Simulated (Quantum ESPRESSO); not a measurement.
## Band energies of RbO

```
RbO
1.0
   -2.07869     2.96455     3.50515
    2.07869    -2.96455     3.50515
    2.07869     2.96455    -3.50515
O Rb
2 2
Direct
  0.62595   0.00000   0.62595
  0.37405   0.00000   0.37405
  0.25736   0.25736   0.00000
  0.74264   0.74264   0.00000
```

PBEsol (Quantum ESPRESSO, PseudoDojo norm-conserving, 84 Ry, no spin-orbit coupling); path ΓXLTWRX1ZΓYSW,L1Y,Y1Z; energies in eV from the valence-band maximum.

| k (1/Å) | point | band 11 | band 12 | band 13 | band 14 | band 15 | band 16 | band 17 | band 18 |
|---|---|---|---|---|---|---|---|---|---|
| 0.00 | Γ | -5.47 | -3.94 | -3.93 | -0.60 | 0.00 | 1.96 | 3.06 | 4.32 |
| 0.34 |  | -5.47 | -3.90 | -3.75 | -0.65 | -0.12 | 2.65 | 3.37 | 4.70 |
| 0.79 |  | -5.38 | -3.68 | -3.60 | -0.60 | -0.41 | 3.16 | 3.85 | 5.44 |
| 1.02 | X | -5.34 | -3.77 | -3.62 | -0.47 | -0.46 | 3.08 | 3.90 | 5.32 |
| 1.02 | L | -5.34 | -3.75 | -3.64 | -0.50 | -0.49 | 3.17 | 3.75 | 5.33 |
| 1.14 |  | -5.34 | -3.68 | -3.66 | -0.56 | -0.54 | 3.31 | 3.60 | 5.47 |
| 1.48 | T | -5.33 | -3.77 | -3.54 | -0.67 | -0.65 | 3.28 | 3.84 | 4.33 |
| 1.60 |  | -5.33 | -3.76 | -3.54 | -0.67 | -0.65 | 3.32 | 3.86 | 4.38 |
| 1.93 | W | -5.31 | -3.70 | -3.58 | -0.65 | -0.65 | 3.53 | 3.98 | 4.96 |
| 2.04 |  | -5.31 | -3.70 | -3.58 | -0.67 | -0.60 | 3.56 | 3.88 | 5.05 |
| 2.46 | R | -5.30 | -3.69 | -3.60 | -0.64 | -0.36 | 3.26 | 3.86 | 5.90 |
| 2.77 |  | -5.33 | -3.68 | -3.63 | -0.57 | -0.41 | 3.14 | 3.88 | 5.63 |
| 2.98 | X1 | -5.34 | -3.77 | -3.62 | -0.47 | -0.46 | 3.08 | 3.90 | 5.32 |
| 3.23 |  | -5.31 | -4.05 | -3.61 | -0.44 | -0.33 | 2.92 | 3.89 | 4.75 |
| 3.47 | Z | -5.30 | -4.21 | -3.60 | -0.42 | -0.27 | 2.76 | 3.88 | 4.59 |
| 3.67 |  | -5.31 | -4.17 | -3.63 | -0.38 | -0.31 | 2.92 | 3.84 | 4.25 |
| 4.07 |  | -5.42 | -4.00 | -3.84 | -0.52 | -0.12 | 2.47 | 3.35 | 4.22 |
| 4.37 | Γ | -5.47 | -3.94 | -3.93 | -0.60 | 0.00 | 1.96 | 3.06 | 4.32 |
| 4.47 |  | -5.46 | -3.93 | -3.92 | -0.59 | -0.02 | 1.91 | 3.20 | 4.38 |
| 4.87 |  | -5.36 | -3.91 | -3.78 | -0.42 | -0.34 | 2.04 | 4.10 | 5.49 |
| 5.18 |  | -5.31 | -4.09 | -3.65 | -0.44 | -0.30 | 2.70 | 3.59 | 5.06 |
| 5.28 | Y | -5.30 | -4.16 | -3.62 | -0.43 | -0.28 | 2.76 | 3.70 | 4.77 |
| 5.57 |  | -5.33 | -4.01 | -3.70 | -0.41 | -0.35 | 2.67 | 3.84 | 4.94 |
| 5.87 | S | -5.35 | -3.94 | -3.75 | -0.41 | -0.38 | 2.53 | 4.59 | 4.84 |
| 5.95 |  | -5.34 | -3.93 | -3.75 | -0.42 | -0.38 | 2.55 | 4.58 | 4.90 |
| 6.29 |  | -5.33 | -3.73 | -3.71 | -0.57 | -0.54 | 2.95 | 4.37 | 5.15 |
| 6.62 | W | -5.31 | -3.70 | -3.58 | -0.65 | -0.65 | 3.53 | 3.98 | 4.96 |
| 6.62 | L1 | -5.34 | -3.75 | -3.64 | -0.50 | -0.49 | 3.17 | 3.75 | 5.33 |
| 6.92 |  | -5.31 | -4.06 | -3.62 | -0.45 | -0.32 | 2.89 | 3.71 | 4.84 |
| 7.11 | Y | -5.30 | -4.16 | -3.62 | -0.43 | -0.28 | 2.76 | 3.70 | 4.77 |
| 7.11 | Y1 | -5.30 | -4.16 | -3.62 | -0.43 | -0.28 | 2.76 | 3.70 | 4.77 |
| 7.26 | Z | -5.30 | -4.21 | -3.60 | -0.42 | -0.27 | 2.76 | 3.88 | 4.59 |

The PBEsol gap is indirect, 1.81 eV, from Γ to 33 % of the way from Γ to Y; the smallest direct gap is 1.91 eV.

Geometry relaxed with PBEsol.

Letters of k points follow the standard setting of the lattice, whose axes may be ordered differently from the printed cell.
